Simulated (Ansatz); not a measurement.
# What DFT gives for LuAg4

```
CELL_PARAMETERS angstrom
-0.10571 -0.04041 4.10482
3.54718 -3.33949 2.00004
3.53132 3.21793 -2.16960
ATOMIC_POSITIONS crystal
Ag 0.36740 0.79833 0.58508
Ag 0.27649 0.37309 0.79074
Ag 0.55339 0.20887 0.39865
Ag 0.88809 0.57108 0.19046
Lu 0.98354 0.98628 0.99268
```

Method: m-r2SCAN, no spin polarisation; PAW, plane waves to 500 eV, 5×4×4 (shifted by 0.5, 0.5, 0 steps) mesh, cold occupations (width 0.0162 eV) (Ansatz 0.2.0), atoms fixed.

**Stress.** The pressure is 4.7 GPa (compression positive), so with the atoms held at these fractions the cell would first expand; the forces are large, so a full relaxation may end otherwise. The principal stresses 0.8, 2.9, 10.6 GPa differ, so its shape would change too.
**Forces.** The largest is on Ag4: 2.29 eV/Å, components (-0.05, -0.81, -2.14). It makes 147° with the line to a nearest neighbour, Ag3 at 2.50 Å, pointing away from it.
**Formation energy.** -0.02 eV an atom against the elements' usual phases (free molecules for gases, crystals otherwise, with no correction for O₂ or N₂), too near zero to call. Relaxing would lower it.
**Electronic structure.** It is a metal, with about 1.3 states/eV a cell as the mean within 0.25 eV of the Fermi level.

Origin: a strained cell with displaced atoms, so it need not be a known compound. Caveats: the k mesh is coarse if the cell is a metal; atoms or cell far from equilibrium; m-r2SCAN is r2SCAN with a changed spin dependence that lowers moments.
